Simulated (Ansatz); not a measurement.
BAs (zinc blende), conventional cell a = b = c = 4.8093 Å, α = β = γ = 90.00°. The calculation uses the primitive cell of 2 atoms, to which meshes and values per cell refer.

The relaxed cell is deformed in two ways at once: its volume V is scaled, and at that volume it is stretched along z (the c axis of the conventional cell) so that c/a changes. Fractional atomic positions are held.

Computed with PBE (plane waves to 420 eV, PAW, scalar-relativistic; Ansatz, a program for electronic structure). k mesh 12×12×12 (Γ-centred), Fermi-Dirac smearing 0.05 eV. The energy includes the smearing's −TS. BAs was relaxed with its symmetry unable to fall. The zero of ΔE is the relaxed starting cell.

Problem. Estimate the ΔE (eV/atom) for all points of the grid V/V₀ = 0.960, 0.980, 1.000, 1.020, 1.040 by (c/a)/(c/a)₀ = 0.960, 0.980, 1.000, 1.020, 1.040.

Solution. ΔE (eV/atom), with V/V₀ across and (c/a)/(c/a)₀ down:

| (c/a)/(c/a)₀ \ V/V₀ | 0.960 | 0.980 | 1.000 | 1.020 | 1.040 |
|---|---|---|---|---|---|
| 0.960 | 0.0191 | 0.0117 | 0.0094 | 0.0116 | 0.0180 |
| 0.980 | 0.0121 | 0.0047 | 0.0024 | 0.0046 | 0.0109 |
| 1.000 | 0.0098 | 0.0024 | 0.0000 | 0.0022 | 0.0085 |
| 1.020 | 0.0121 | 0.0047 | 0.0024 | 0.0046 | 0.0109 |
| 1.040 | 0.0191 | 0.0118 | 0.0094 | 0.0116 | 0.0179 |

(Under strain, the slope of the energy per volume gives the stress and its curvature an elastic modulus.)
